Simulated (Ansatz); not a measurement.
## Data sheet: SnC (DFT)

SnC:
```
SnC
1.0
    0.00000     2.51705     2.51705
    2.51705     0.00000     2.51705
    2.51705     2.51705     0.00000
Sn C
1 1
Direct
  0.00000   0.00000   0.00000
  0.25000   0.25000   0.25000
```

Space group F-43m (No. 216), zinc blende; conventional cell a = 5.034 Å, b = 5.034 Å, c = 5.034 Å, α = 90.00°, β = 90.00°, γ = 90.00°.

Method: the program Ansatz at the PBEsol level (PAW). Structure relaxed to zero pressure with the same functional. Other levels are named where they apply.

Cell and energy:

```yaml
volume_per_atom: 15.95 Å³
density: 6.81 g/cm³
Formation energy from the elements (no fitted shifts): 0.78 eV/atom
```

Electronic structure:

```yaml
band_gap: 0.78 eV (direct)
valence_band_maximum: at Γ
conduction_band_minimum: at Γ
electron_effective_mass: 0.078 mₑ (isotropic)
Electron effective mass with spin–orbit coupling: 0.078 mₑ (isotropic)
Hole effective mass, band 1 of 3 at the edge: 0.49 along [100], 3.2 along [110], 1.1 along [111] (mₑ)
Hole effective mass, band 2 of 3 at the edge: 0.49 along [100], 0.49 along [110], 1.1 along [111] (mₑ)
Hole effective mass, band 3 of 3 at the edge: 0.076 along [100], 0.067 along [110], 0.065 along [111] (mₑ)
HSE06 gap on the PBEsol cell: 1.61 eV
Gap with spin–orbit coupling: 0.76 eV
```

Mechanics:

```yaml
Bulk modulus (Birch–Murnaghan fit): 135 GPa
Pressure derivative B′: 4.6
Elastic constants (relaxed ions, GPa): C11 = 210, C12 = 97.5, C44 = 118
mechanical_stability: stable (all eigenvalues of C positive)
hill_bulk_and_shear_moduli: 135 and 87.6 GPa
Young's modulus: 216 GPa
Poisson's ratio: 0.23
debye_temperature_from_the_elastic_constants: 470 K
Piezoelectric stress constants (proper, relaxed ions, C/m²): e14 = e25 = e36 = 0.18
```

Dielectric response:

```yaml
Electronic dielectric constant ε∞ (DFPT): 10.3
Born charges (a third of the trace): Sn +2.91, C -2.91 e
Largest static χ(2) component: 70 pm/V
```

Phonons:

```yaml
Highest zone-centre frequency (without LO–TO term): 68.8 meV
zone_centre_stability: no imaginary mode at Γ
```

The start of the workflow was typed in or built on a structure type; neither database checked (COD, Materials Project) lists it. Whether it is the stable phase at ambient conditions was not checked. The PBEsol relaxation kept the symmetry of its start. Its formation energy is positive at this level, so the cell may be metastable or incomplete. Signs of piezoelectric constants follow the polarity of the cell as given. The references are the lowest solids computed at this level, not always the standard phases. Scalar-relativistic: spin–orbit coupling is off unless named, which matters more the heavier the elements.

Potentials: the later of the program's two PAW sets.
